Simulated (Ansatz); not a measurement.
Relaxation of a generated cell, NbP built in the FeB structure type; 8 atoms in the cell, which starts as Pnma (No. 62), oP8; a = 6.9113 Å, b = 3.7055 Å, c = 5.0975 Å, α = 90.00°, β = 90.00°, γ = 90.00°. Level of theory: PBEsol (plane waves to 420 eV, PAW, scalar-relativistic; Ansatz, a first-principles code). Γ-centred k-mesh 4×6×5 on the run's cell (coarser than for final values), Fermi–Dirac smearing 0.05 eV. This is the first round of the run. 

The optimiser's lines from the output (shortened; P is positive under compression):

```
relax step   1: F+E_penalty+E_count = -20944.52154814 eV  Δ(F+E_penalty+E_count) = +0.000e0 eV  max|allowed force component| = 2.242e0 eV/Å  Δτ_max = 0.0000 Å  P = -17.082 GPa  Ω = 130.546 Å³  (6 SCF iters, dr2 threshold 1.00e-7 eV, accepted)
relax step   2: F+E_penalty+E_count = -20946.47356366 eV  Δ(F+E_penalty+E_count) = -1.952e0 eV  max|allowed force component| = 1.583e0 eV/Å  Δτ_max = 0.0807 Å  P = -2.938 GPa  Ω = 117.767 Å³  (6 SCF iters, dr2 threshold 8.00e-7 eV, accepted)
relax step   3: F+E_penalty+E_count = -20947.58878438 eV  Δ(F+E_penalty+E_count) = -1.115e0 eV  max|allowed force component| = 3.543e-1 eV/Å  Δτ_max = 0.1061 Å  P = +7.801 GPa  Ω = 113.329 Å³  (6 SCF iters, dr2 threshold 8.00e-7 eV, accepted)
relax step   4: F+E_penalty+E_count = -20948.33699906 eV  Δ(F+E_penalty+E_count) = -7.482e-1 eV  max|allowed force component| = 2.478e-1 eV/Å  Δτ_max = 0.0379 Å  P = +2.645 GPa  Ω = 116.310 Å³  (6 SCF iters, dr2 threshold 8.00e-7 eV, accepted)
relax step   5: F+E_penalty+E_count = -20948.70512254 eV  Δ(F+E_penalty+E_count) = -3.681e-1 eV  max|allowed force component| = 3.215e-1 eV/Å  Δτ_max = 0.0253 Å  P = +3.180 GPa  Ω = 116.447 Å³  (6 SCF iters, dr2 threshold 8.00e-7 eV, accepted)
relax step   6: F+E_penalty+E_count = -20948.72442741 eV  Δ(F+E_penalty+E_count) = -1.930e-2 eV  max|allowed force component| = 2.524e-1 eV/Å  Δτ_max = 0.0399 Å  P = -2.290 GPa  Ω = 119.564 Å³  (6 SCF iters, dr2 threshold 8.00e-7 eV, accepted)
relax step   7: F+E_penalty+E_count = -20948.74381367 eV  Δ(F+E_penalty+E_count) = -1.939e-2 eV  max|allowed force component| = 5.922e-2 eV/Å  Δτ_max = 0.0172 Å  P = +0.199 GPa  Ω = 118.134 Å³  (6 SCF iters, dr2 threshold 8.00e-7 eV, accepted)
relax step   8: F+E_penalty+E_count = -20948.74288452 eV  Δ(F+E_penalty+E_count) = +9.292e-4 eV  max|allowed force component| = 9.955e-2 eV/Å  Δτ_max = 0.0191 Å  P = -0.082 GPa  Ω = 118.178 Å³  (6 SCF iters, dr2 threshold 6.04e-7 eV, rejected (line search))
relax step   9: F+E_penalty+E_count = -20948.74521740 eV  Δ(F+E_penalty+E_count) = -1.404e-3 eV  max|allowed force component| = 4.414e-3 eV/Å  Δτ_max = 0.0080 Å  P = +0.013 GPa  Ω = 118.186 Å³  (8 SCF iters, accepted)
relax step  10: F+E_penalty+E_count = -20948.74522858 eV  Δ(F+E_penalty+E_count) = -1.118e-5 eV  max|allowed force component| = 7.927e-4 eV/Å  Δτ_max = 0.0014 Å  P = +0.007 GPa  Ω = 118.190 Å³  (6 SCF iters, dr2 threshold 1.71e-9 eV, accepted)
relax step  11: F+E_penalty+E_count = -20948.75575919 eV  Δ(F+E_penalty+E_count) = -1.053e-2 eV  max|allowed force component| = 1.234e-3 eV/Å  Δτ_max = 0.0000 Å  P = +0.153 GPa  Ω = 118.190 Å³  stress off target by 4.33e-1 GPa  SCF on the basis re-selected at this cell (its energy is not comparable with the rows above)  (6 SCF iters)
relax step  12: F+E_penalty+E_count = -20948.75590973 eV  Δ(F+E_penalty+E_count) = -1.505e-4 eV  max|allowed force component| = 4.196e-3 eV/Å  Δτ_max = 0.0001 Å  P = +0.051 GPa  Ω = 118.288 Å³  (6 SCF iters, dr2 threshold 4.69e-7 eV, accepted)
relax step  13: F+E_penalty+E_count = -20948.75594763 eV  Δ(F+E_penalty+E_count) = -3.790e-5 eV  max|allowed force component| = 1.313e-3 eV/Å  Δτ_max = 0.0007 Å  P = -0.031 GPa  Ω = 118.322 Å³  (6 SCF iters, dr2 threshold 5.34e-8 eV, accepted)
relax step  14: F+E_penalty+E_count = -20948.75595487 eV  Δ(F+E_penalty+E_count) = -7.241e-6 eV  max|allowed force component| = 1.504e-3 eV/Å  Δτ_max = 0.0003 Å  P = -0.000 GPa  Ω = 118.302 Å³  (6 SCF iters, dr2 threshold 6.76e-9 eV, accepted)
relax step  15: F+E_penalty+E_count = -20948.75597561 eV  Δ(F+E_penalty+E_count) = -2.074e-5 eV  max|allowed force component| = 1.506e-3 eV/Å  Δτ_max = 0.0000 Å  P = +0.000 GPa  Ω = 118.302 Å³  stress off target by 1.36e-3 GPa  SCF on the basis re-selected at this cell (its energy is not comparable with the rows above)  (8 SCF iters)
```

From the first to the last row the energy changes by -0.53 eV/atom and the volume by -9.4 %. The last row is marked as not comparable with the walk above it, whose basis was carried along; it does compare with step 1, since both stand on a basis selected at the nominal cutoff for their own cell.

Step 8 was rejected by the optimiser.

Later rounds, restarted from the end of this one on a renewed k-mesh, logged 8 more steps and released under 0.01 eV/atom more. The final structure after all rounds: Pnma (No. 62), oP8; a = 5.9106 Å, b = 4.2769 Å, c = 4.6792 Å, α = 90.00°, β = 90.00°, γ = 90.00°. Between re-selections the logged energies stand on a plane-wave basis carried along with the cell. No spin polarisation in the result.

The run could not lose the symmetry of its start; a randomly shaken copy of 8 atoms returns to this structure.

The relaxed structure here is a generated cell of NbP: the first start was made by placing the elements on the sites of a structure type, and the end was not matched to a known phase here, so it may be hypothetical.
